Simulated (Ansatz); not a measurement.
Given:

Te₃Pt₂:
```cif
data_Pt4Te6
_chemical_formula_sum 'Te6 Pt4'
_space_group_name_H-M_alt 'P 1'
_space_group_IT_number 1
_cell_length_a 4.02086
_cell_length_b 4.02086
_cell_length_c 17.91250
_cell_angle_alpha 83.544
_cell_angle_beta 96.456
_cell_angle_gamma 120.003
loop_
_space_group_symop_operation_xyz
  'x, y, z'
loop_
_atom_site_label
_atom_site_type_symbol
_atom_site_fract_x
_atom_site_fract_y
_atom_site_fract_z
_atom_site_occupancy
Te1 Te 0.24492 0.75508 0.73379 1
Te2 Te 0.75508 0.24492 0.26621 1
Te3 Te 0.96338 0.03662 0.89042 1
Te4 Te 0.03662 0.96338 0.10958 1
Te5 Te 0.85984 0.14016 0.57885 1
Te6 Te 0.14016 0.85984 0.42115 1
Pt1 Pt 0.55210 0.44790 0.65555 1
Pt2 Pt 0.44790 0.55210 0.34445 1
Pt3 Pt 0.34717 0.65283 0.04137 1
Pt4 Pt 0.65283 0.34717 0.95863 1
```

This is the r²SCAN-relaxed structure.

Task: All from DFT-r²SCAN in the program Ansatz with PAW potentials, unless another level is named. Predict the electronic character.

Result: metallic (no gap).

Task: Give the density of states at the Fermi level.

Result: 0.27 states/eV per atom (mean over ±0.08 eV).

Task: Give the formation energy from the elements (no fitted shifts).

Result: -0.42 eV/atom.

Space group R-3m. The first step of the workflow began from a Materials Project structure, measured or hypothetical; the Crystallography Open Database files this formula in space group No. 166, but the cells were not matched. Its standing as an ambient phase is unchecked. Symmetry was held in the r²SCAN relaxation; its stability against distortions is not shown here. The run is not spin-polarised. A crystal of weakly bound layers computed without a dispersion correction: the cell and the soft elastic constants depend strongly on that. The references are the lowest solids computed at this level, not always the standard phases. Scalar-relativistic: spin–orbit coupling is off unless named, which matters more the heavier the elements.

Potentials: the later of the program's two PAW sets.
